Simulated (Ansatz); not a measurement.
GeS (zinc blende, space group No. 216) at seven volumes, HSE06 in the plane-wave PAW code Ansatz, scaled uniformly. One row is withheld.

```
V (Å³/atom)  P (GPa)
-----------  -------
25.448          4.95
26.287          3.07
27.126          1.44
27.965          0.00
28.804         -1.25
29.643             ?
30.482         -3.31
```

Question: Fit the shown pressures and predict the withheld one.

Answer: P = (3/2)B₀(x^(7/2) − x^(5/2))[1 + (3/4)(B′ − 4)(x − 1)] with x = (V₀/V)^(2/3). Least squares on the six rows gives V₀ = 27.967 Å³/atom, B₀ = 44.6 GPa, B′ = 3.44. At V = 29.643, x = 0.9619 and P = -2.35 GPa. The run itself gave -2.36 GPa.

Space group F-43m (zinc blende). The cell is a constructed one: a structure type filled with these elements; neither database checked (COD, Materials Project) lists it. COD files the formula under space group No. 62, so this cell is another polymorph or a model. Its standing as an ambient phase is unchecked. The cell was relaxed with HSE06 under the symmetry of its start; its stability against distortions is not shown here.

Potentials: the later of the program's two PAW sets.
